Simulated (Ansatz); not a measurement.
NbN (rock salt)

```yaml
crystal:
  lattice:
    - [0.00000, 2.21065, 2.21065]
    - [2.21065, 0.00000, 2.21065]
    - [2.21065, 2.21065, 0.00000]
  atoms:
    - { symbol: N, position: [0.00000, 0.00000, 0.00000] }
    - { symbol: Nb, position: [0.50000, 0.50000, 0.50000] }
```

The slice is a {100} plane (indices of the conventional cell) through the point (0.000, 0.000, 0.000) (fractional), spanned by u = [100] and v = [0 1 -1] in vectors of this cell: u (3.13 Å) and v (3.13 Å, at 90° to u). It covers one period; positions are fractions (u, v).

Level of theory: PBE (plane waves to 420 eV, PAW, scalar-relativistic; Ansatz, a first-principles code). k mesh 18×18×18. These are valence fields of a PAW run, semicore shells included where kept as valence: close to a nucleus they are smooth pseudo fields. NbN is run without spin polarisation. NbN was relaxed with its symmetry unable to fall. This is a high-temperature form of NbN.

Three fields on this plane, each scaled to ten steps between its own extremes (0 low, 9 high; the total valence density on a logarithmic scale, the potential cut 8 eV below its top; x marks points blanked near nuclei; v = 0 in the bottom row):

Map A
```
|xxxxxx899888998xxxxx|
|xxxxxx776656677xxxxx|
|xxxxx65420002456xxxx|
|xxxxx41000000014xxxx|
|xxx64000xxxxx00046xx|
|987510xxxxxxxxx01578|
|997400xxxxxxxxx00479|
|99620xxxxxxxxxxx0269|
|98600xxxxxxxxxxx0068|
|98500xxxxxxxxxxx0058|
|98600xxxxxxxxxxx0068|
|99620xxxxxxxxxxx0269|
|997400xxxxxxxxx00479|
|987510xxxxxxxxx01578|
|xxx64000xxxxx00046xx|
|xxxxx41000000014xxxx|
|xxxxx65420002456xxxx|
|xxxxxx776656677xxxxx|
|xxxxxx899888998xxxxx|
|xxxxxx999999999xxxxx|
```

Map B
```
|xxxxxx631000136xxxxx|
|xxxxxx532111235xxxxx|
|xxxxx75444444457xxxx|
|xxxxx65678987656xxxx|
|xxx76679xxxxx97667xx|
|665557xxxxxxxxx75556|
|333469xxxxxxxxx96433|
|11247xxxxxxxxxxx7421|
|00148xxxxxxxxxxx8410|
|00149xxxxxxxxxxx9410|
|00148xxxxxxxxxxx8410|
|11247xxxxxxxxxxx7421|
|333469xxxxxxxxx96433|
|665557xxxxxxxxx75556|
|xxx76679xxxxx97667xx|
|xxxxx65678987656xxxx|
|xxxxx75444444457xxxx|
|xxxxxx532111235xxxxx|
|xxxxxx631000136xxxxx|
|xxxxxx631000136xxxxx|
```

Map C
```
|xxxxxx941000149xxxxx|
|xxxxxx620000026xxxxx|
|xxxxx72000000027xxxx|
|xxxxx30014541003xxxx|
|xxx73003xxxxx30037xx|
|996200xxxxxxxxx00269|
|542003xxxxxxxxx30024|
|21001xxxxxxxxxxx1001|
|10004xxxxxxxxxxx4000|
|00005xxxxxxxxxxx5000|
|10004xxxxxxxxxxx4000|
|21001xxxxxxxxxxx1001|
|542003xxxxxxxxx30024|
|996200xxxxxxxxx00269|
|xxx73003xxxxx30037xx|
|xxxxx30014541003xxxx|
|xxxxx72000000027xxxx|
|xxxxxx620000026xxxxx|
|xxxxxx941000149xxxxx|
|xxxxxx952101259xxxxx|
```

Q: Assign the maps to these fields: electron localisation function (ELF); valence electron density; electrostatic potential energy of an electron, from the cell's mean.

A: A is the electrostatic potential energy of an electron, from the cell's mean; B is the valence electron density; C is the electron localisation function (ELF).
